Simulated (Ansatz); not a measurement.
CaIn2 in space group P6_3/mmc (No. 194; Ca on 2b, In on 4f), plane-wave PAW PBE (Ansatz code), all energies at zero smearing, with the estimated change up to a 700 eV cutoff added, with one set of potentials and settings (totals compare only within such a set). Cell of 6 atoms (2 Ca, 4 In): -26027.795 eV.

```tsv
element	reference phase	E (eV/atom)
Ca	Fm-3m, 1 atoms in the cell	-1816.8597
In	I4/mmm, 1 atoms in the cell	-5597.8481
```

Formation energy per atom, worked out: (-26027.795 − 2×(-1816.8597) − 4×(-5597.8481))/6 = -0.447 eV/atom (-43 kJ per mol of atoms), at 0 K, without zero-point energy or fitted corrections.

The first step of the workflow began from a Materials Project structure, measured or hypothetical; the Crystallography Open Database copy checked does not list it. Whether it is the stable phase at ambient conditions was not checked. The cell was relaxed with PBE under the symmetry of its start; of distortions, only those at the zone centre were tested. The references are the lowest solids computed at this level, not always the standard phases.

Potentials: the later of the program's two PAW sets.
